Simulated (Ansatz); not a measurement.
Method: Ansatz 0.2.0, DFT PBE, scalar-relativistic, plane waves, PAW. All cells share a 420 eV cutoff and Γ-centred k meshes spaced at most about 0.3 Å⁻¹ (about 0.25 or finer for metals, 2π included). Collinear spin in cells that started with moments and kept them past the coarse steps, no spin elsewhere.

Each of these unrelaxed guesses is relaxed in cell and atoms within its symmetry. A guess keeps its type if space group and coordination stay and the shape of the cell changes little (axis ratios within about 15 %, angles within 6°); the volume may change.

1. InGa2N3 (collinear spin from parallel moments)

```cif
data_structure
_symmetry_space_group_name_H-M 'R-3m:H'
_symmetry_Int_Tables_number 166
_cell_length_a 5.2244
_cell_length_b 5.2244
_cell_length_c 13.0718
_cell_angle_alpha 90.000
_cell_angle_beta 90.000
_cell_angle_gamma 120.000
_cell_volume 308.99
loop_
_atom_site_label
_atom_site_type_symbol
_atom_site_symmetry_multiplicity
_atom_site_Wyckoff_symbol
_atom_site_fract_x
_atom_site_fract_y
_atom_site_fract_z
_atom_site_occupancy
In1 In 3 b 0.66667 0.33333 0.83333 1
Ga1 Ga 6 c 0.33333 0.66667 0.78887 1
N1 N 9 e 0.00000 0.50000 0.00000 1
```

2. Ti5W

```cif
data_structure
_symmetry_space_group_name_H-M 'P-6m2'
_symmetry_Int_Tables_number 187
_cell_length_a 2.7811
_cell_length_b 2.7811
_cell_length_c 13.2360
_cell_angle_alpha 90.000
_cell_angle_beta 90.000
_cell_angle_gamma 120.000
_cell_volume 88.66
loop_
_atom_site_label
_atom_site_type_symbol
_atom_site_symmetry_multiplicity
_atom_site_Wyckoff_symbol
_atom_site_fract_x
_atom_site_fract_y
_atom_site_fract_z
_atom_site_occupancy
Ti1 Ti 2 h 0.33333 0.66667 0.83333 1
Ti2 Ti 1 d 0.33333 0.66667 0.50000 1
Ti3 Ti 2 i 0.66667 0.33333 0.33333 1
W1 W 1 e 0.66667 0.33333 0.00000 1
```

Question: Which guesses survive the relaxation?

Answer: Guess 2 keeps its type.

```tsv
guess	kept	start group	end group	V start (Å³/atom)	V end	b/a and c/a, end over start	nearest neighbours start	nearest neighbours end
1	no	R-3m	R-3m	17.2	13.9	1.00, 0.56	Ga 16, In 6, N 6	Ga 3, In 6, N 4
2	yes	P-6m2	P-6m2	14.8	17.0	1.00, 1.04	Ti 12, W 12	Ti 12, W 12
```

Neighbours count within 15 % of an atom's shortest distance; end groups are read at 0.02 Å (0.05 Å in metals).

Spin–orbit coupling, which can matter for W, is left out. The magnetic state reached may not be the lowest. Cells relaxed within their symmetry can be saddle points.
